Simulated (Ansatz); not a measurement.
GaN (zinc blende): values from a third-order Birch-Murnaghan fit to a volume scan beside measured ones. Computed values: r2SCAN (plane waves to 500 eV, PAW, scalar-relativistic; Ansatz, a first-principles code). GaN was relaxed with its symmetry unable to fall.

| quantity | reference | kind | r2SCAN | difference |
|---|---|---|---|---|
| Lattice constant a (Å) | 4.5 | measured, room temperature or unstated | 4.498 | +0.0 % |

References as given in: I. Vurgaftman, J. R. Meyer, L. R. Ram-Mohan, Journal of Applied Physics (2001), doi:10.1063/1.1368156. Values not taken to low temperature hold thermal and zero-point shifts that a static calculation lacks, so small differences there are no errors of the method.

(Under strain, the slope of the energy per volume gives the stress and its curvature an elastic modulus.)
